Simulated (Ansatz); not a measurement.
Input and command of a plane-wave DFT calculation in Ansatz:

```yaml
crystal:
  lattice:
    - [2.7079581969, 0.0, 0.0]
    - [-1.3539790985, 2.3451605909, 0.0]
    - [0.0, 0.0, 9.3563251405]
  atoms:
    - { symbol: Pt, position: [0.6666666667, 0.3333333333, 0.375] }
    - { symbol: Pt, position: [0.6666666667, 0.3333333333, 0.875] }
    - { symbol: Pt, position: [0.3333333333, 0.6666666667, 0.125] }
    - { symbol: Pt, position: [0.3333333333, 0.6666666667, 0.625] }
basis:
  ecutwfc: 420
kpoints:
  mp_grid: { grid: [12, 12, 4] }
hamiltonian:
  xc: lda
scf:
  occupations: { method: gaussian, width: 0.15 }
output:
  forces: true
  stress: true
  eigenvalues: true
  write_density: true
  write_potential: true
  elf: true
  volumetric_format: npy
```

```bash
ansatz run input.yaml --threads 2 --pin off --max-ram 5120MiB --backend cpu --events-out ev --progress --plain --runs-dir out
```

Processor: Intel(R) Xeon(R) Platinum 8259CL CPU @ 2.50GHz (Skylake/Cascade Lake), 2 threads, on a host shared with other jobs.

Problem. Estimate time, memory and problem size.

Solution. About 4.9 s on 2 threads of Intel(R) Xeon(R) Platinum 8259CL CPU @ 2.50GHz (Skylake/Cascade Lake) (shared host), peak memory 0.46 GiB. It solves 44 bands at 57 k points (the mesh reduced by symmetry) with about 1201 plane waves, in 6 SCF iterations.
